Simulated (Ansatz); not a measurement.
SiC:
```yaml
crystal:
  lattice:
    - [5.78741, 0.00000, 0.00000]
    - [0.00000, 3.12484, 0.00000]
    - [0.00000, 0.00000, 5.18329]
  atoms:
    - { symbol: Si, position: [0.15934, 0.25000, 0.40434] }
    - { symbol: Si, position: [0.34066, 0.75000, 0.90434] }
    - { symbol: Si, position: [0.84066, 0.75000, 0.59566] }
    - { symbol: Si, position: [0.65934, 0.25000, 0.09566] }
    - { symbol: C, position: [0.82350, 0.25000, 0.39684] }
    - { symbol: C, position: [0.67650, 0.75000, 0.89684] }
    - { symbol: C, position: [0.17650, 0.75000, 0.60316] }
    - { symbol: C, position: [0.32350, 0.25000, 0.10316] }
```

Relaxed with r²SCAN. Special points in fractions of this cell's reciprocal vectors: Γ (0.000, 0.000, 0.000); X (0.500, 0.000, 0.000); S (0.500, 0.500, 0.000); Y (0.000, 0.500, 0.000); Z (0.000, 0.000, 0.500); U (0.500, 0.000, 0.500); R (0.500, 0.500, 0.500); T (0.000, 0.500, 0.500).

List the band energies nearest the valence-band maximum at these points for r²SCAN (plane waves, PAW; program Ansatz).

In eV from the valence-band maximum; about four levels below and three above (degenerate sets whole), none deeper than 8.9 eV; points with the same levels are listed once.

```csv
k,below,above
Γ,-0.98 -0.45 -0.15 -0.01,3.55 5.07 5.50
X,-1.22 -1.22 -0.51 -0.51,3.69 3.69 5.17 5.17
S,-1.94 -1.94 -1.94 -1.94,4.77 4.77 4.77 4.77
Y,-3.17 -3.17 -1.90 -1.90,3.19 3.19 6.28 6.28
Z,-1.46 -1.46 -0.77 -0.77,3.88 3.88 6.15 6.15
U,-0.92 -0.92 -0.90 -0.90,3.02 3.02 5.98 5.98
R,-2.17 -2.17 -2.17 -2.17,4.83 4.83 4.83 4.83
T,-1.49 -1.49 -0.49 -0.49,4.50 4.50 5.08 5.08
```

Space group Pnma. The start of the workflow was typed in or built on a structure type; neither database checked (COD, Materials Project) lists it. It is not the phase usual at ambient conditions (space group No. 186, 216). The r²SCAN relaxation kept the symmetry of its start; its stability against distortions is not shown here.

Potentials: the later of the program's two PAW sets.
